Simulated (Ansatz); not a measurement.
Computed with Ansatz 0.2.0, DFT PBE, scalar-relativistic, plane waves, PAW. All cells share a 420 eV cutoff and Γ-centred k meshes spaced at most about 0.3 Å⁻¹ (2π included). No spin polarisation in the final relaxations.

All energies are static (0 K, no zero-point motion). All come from trial cells, and lower structures may exist.

Problem. These unrelaxed guesses for TePb3Se2 are each relaxed within their symmetry. Order them by the energy at which they end, lowest first.
A.

Space group P-3m1 (No. 164). a = 4.427 Å, b = 4.427 Å, c = 10.844 Å, α = 90.00°, β = 90.00°, γ = 120.00°
```csv
atom,site,symmetry,x,y,z
Te,1a,-3m.,0.0000,0.0000,0.0000
Pb,2d,3m.,0.6667,0.3333,0.8333
Pb,1b,-3m.,0.0000,0.0000,0.5000
Se,2d,3m.,0.3333,0.6667,0.6667
```

B.

Space group I4/mmm (No. 139). a = 4.427 Å, b = 4.427 Å, c = 18.782 Å, α = 90.00°, β = 90.00°, γ = 90.00°
```json
{"atom": "Te", "site": "2a", "symmetry": "4/mmm", "x": "0.0000", "y": "0.0000", "z": "0.0000"}
{"atom": "Pb", "site": "4e", "symmetry": "4mm", "x": "0.5000", "y": "0.5000", "z": "0.3333"}
{"atom": "Pb", "site": "2b", "symmetry": "4/mmm", "x": "0.5000", "y": "0.5000", "z": "0.0000"}
{"atom": "Se", "site": "4e", "symmetry": "4mm", "x": "0.5000", "y": "0.5000", "z": "0.1667"}
```

Solution. A (ends in P-3m1, 0 meV/atom), B (ends in I4/mmm, 16 meV/atom).

Spin–orbit coupling, which can matter for Pb and Te, is left out. Cells relaxed within their symmetry can be saddle points. Some candidate types were left out of the draw beforehand, so a known form may be missing.
